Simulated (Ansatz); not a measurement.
SrO (rock salt, space group No. 225) under volume change, PBE (plane waves, PAW; program Ansatz), scaled uniformly.

| V (Å³/atom) | E − E(relaxed) (meV/atom) | P (GPa) |
|---|---|---|
| 15.948 | 44.5 | 9.86 |
| 16.474 | 18.7 | 6.01 |
| 16.999 | 4.4 | 2.76 |
| 17.525 | 0.0 | 0.00 |
| 18.051 | 3.9 | -2.34 |
| 18.577 | 15.0 | -4.32 |
| 19.102 | 32.0 | -6.01 |

Question: What does a third-order Birch–Murnaghan fit give for V₀, B₀ and B′?

Answer: V₀ = 17.53 Å³/atom, B₀ = 84.5 GPa, B′ = 4.5.

Space group Fm-3m (rock salt). The cell was relaxed with PBE under the symmetry of its start.

Potentials: the later of the program's two PAW sets.
